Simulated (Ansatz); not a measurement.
Al$_{2}$Cu (cubic Laves (MgCu2 type), Fd-3m) at seven volumes, plane-wave PAW PBE (Ansatz code), scaled uniformly. One row is withheld.

| V (Å³/atom) | P (GPa) |
|---|---|
| 14.824 | 8.43 |
| 15.313 | 5.15 |
| 15.802 | 2.36 |
| 16.290 | -0.01 |
| 16.779 | -2.02 |
| 17.268 | -3.73 |
| 17.757 | ? |

Question: Fit the shown pressures and predict the withheld one.

Answer: P = (3/2)B₀(x^(7/2) − x^(5/2))[1 + (3/4)(B′ − 4)(x − 1)] with x = (V₀/V)^(2/3). Least squares on the six rows gives V₀ = 16.289 Å³/atom, B₀ = 72.7 GPa, B′ = 4.40. At V = 17.757, x = 0.9441 and P = -5.19 GPa. The run itself gave -5.19 GPa.

A made-up cell: these elements were put on the sites of a structure type; neither database checked (COD, Materials Project) lists it. It is not the phase usual at ambient conditions (space group No. 140). Symmetry was held in the PBE relaxation; whether a distortion lowers the energy is not shown. The run is not spin-polarised.

Potentials: the later of the program's two PAW sets.
